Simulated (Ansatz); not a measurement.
**Ca: pressure against volume**

Ca, P6_3/mmc, a = 3.939 Å, c = 6.457 Å. This isn't the element's structure at ambient conditions. Ansatz: r2SCAN, PAW, 500 eV, Γ-centred 12×12×8 mesh on 2 atoms, Gaussian smearing 0.10 eV; no spin polarisation. Shape and atoms are relaxed at each volume; pressure is positive in compression.

```
V (Å³/atom) P (GPa)
     38.172     2.77
     39.474     1.95
     40.775        ?
     42.076     0.58
     43.378     0.01
     44.679    -0.49
     45.980    -0.93
     47.716    -1.44
```

Task: Take V0 = 43.378 Å³/atom, count pressures from its P0 = 0.01 GPa, fit the third-order Birch–Murnaghan form to the other rows, and predict the missing pressure.

Result: With the Eulerian strain f = ½[(V0/V)^(2/3) − 1] and y = (P − P0)/[3f(1 + 2f)^(5/2)], the form is the line y = B0 + 1.5 B0 (B0′ − 4) f. Rows (f, y): 0.04449, 16.71; 0.03245, 17.03; 0.01026, 17.60; -0.00975, 17.96; -0.01905, 18.13; -0.03078, 18.41. Means f = 0.004603, y = 17.640; Σ(Δf)² = 0.004416, ΣΔfΔy = -0.09774; the slope is their ratio. y = 17.74 − 22.13 f GPa, so B0 = 17.7 GPa and B0′ = 4 + 2 × (-22.13)/(3 × 17.74) = 3.17. At V = 40.775, f = 0.02106, y = 17.274 and P = 1.22 GPa. The run gave 1.22 GPa, the same to the digits shown.

Cost: 8 runs of about 4.1 core-minutes in all, on Oxide Virtual Turin-like Processor (Zen 5) (shared hosts).